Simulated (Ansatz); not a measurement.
This cell of TaS2 (CdI2 type) is off equilibrium:

```yaml
crystal:
  lattice:
    - [3.27293, 0.00000, 0.00000]
    - [-1.63647, 2.83444, 0.00000]
    - [0.00000, 0.00000, 5.68810]
  atoms:
    - { symbol: Ta, position: [0.00000, 0.00000, 0.00000] }
    - { symbol: S, position: [0.33333, 0.66667, 0.27493] }
    - { symbol: S, position: [0.66667, 0.33333, 0.72507] }
```

Calculation: PBE-D3(BJ) (plane waves to 420 eV, PAW, scalar-relativistic; Ansatz, a first-principles code). k mesh 16×16×8 (Γ-centred), Fermi-Dirac smearing 0.05 eV. E stands for the smeared free energy. Compression counts positive. Spin-orbit coupling is left out, though Ta is heavy. TaS2 is run without spin polarisation. TaS2 was relaxed with its symmetry unable to fall. The PAW data are Ansatz's earlier set.

Question: What is the stress tensor (GPa)?

Answer: 
```
    4.2      0.0      0.0
    0.0      4.2      0.0
    0.0      0.0      1.8
```
The pressure, a third of the trace, is 3.4 GPa.

Question: It is the relaxed cell scaled evenly to V/V₀ = 0.950, atoms relaxed where free. What is its energy relative to the relaxed cell?

Answer: 9 meV/atom.

(Under strain, the slope of the energy per volume gives the stress and its curvature an elastic modulus.)
